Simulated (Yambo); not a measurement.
G0W0@LDA for SnS$_{2}$ (CdI2 type, space group P-3m1, No. 164) in Yambo. Reference settings: 6×6×2 Γ-centred k mesh, 133 bands and a 8 Ry block in the screening, 133 bands in G with the Bruneval-Gonze terminator, plasmon pole fitted at 27.2 eV. The LDA gap (0, 0.167, 0) → L on this mesh is 1.41 eV; G0W0 gaps are taken between the same points.

Gap ((0, 0.167, 0) → L) in eV against the number of bands and the screening block, terminator on:

```json
[
 {"bands (W and G)": "31", "2 Ry": "2.235", "3 Ry": "2.256", "5 Ry": "2.313", "6 Ry": "2.334", "8 Ry": "2.345"},
 {"bands (W and G)": "49", "2 Ry": "2.161", "3 Ry": "2.184", "5 Ry": "2.261", "6 Ry": "2.286", "8 Ry": "2.302"},
 {"bands (W and G)": "72", "2 Ry": "2.122", "3 Ry": "2.145", "5 Ry": "2.226", "6 Ry": "2.257", "8 Ry": "2.274"},
 {"bands (W and G)": "103", "2 Ry": "2.103", "3 Ry": "2.125", "5 Ry": "2.205", "6 Ry": "2.237", "8 Ry": "2.258"},
 {"bands (W and G)": "133", "2 Ry": "2.094", "3 Ry": "2.115", "5 Ry": "2.194", "6 Ry": "2.228", "8 Ry": "2.251"}
]
```

Rough cost of the Yambo step against the reference (shared machines):

| bands (W and G) | 2 Ry | 3 Ry | 5 Ry | 6 Ry | 8 Ry |
|---|---|---|---|---|---|
| 31 | 1/7 | 1/8 | 1/7 | 1/6 | 1/5 |
| 49 | 1/5 | 1/4 | 1/4 | 1/4 | 1/3 |
| 72 | 1/3 | 1/3 | 1/3 | 1/2 | 1/2 |
| 103 | 1/2 | ~1 | ~1 | ~1 | ~1 |
| 133 | ~1 | ~1 | ~1 | ~1 | 1 |

At the largest block the last step in bands moves the gap by -0.007 eV; at the most bands the last step in the block moves it by 0.023 eV.

Spin-orbit splittings are left out.

The standard potential for Sn keeps a d shell in the valence without the s and p states of that shell. In tests on such compounds this moved G0W0 gaps by up to about 0.9 eV, so absolute quasiparticle energies here are unreliable; differences between settings are what counts.

Geometry of the Materials Project entry, not relaxed at this level; primitive cell a = b = 3.6743 Å, c = 6.2288 Å, α = β = 90.00°, γ = 120.00°.

The distance between layers or molecules is the database entry's, not relaxed here. Functionals without dispersion can leave it too large, which widens gaps and weakens the response across layers: the numbers belong to this cell.
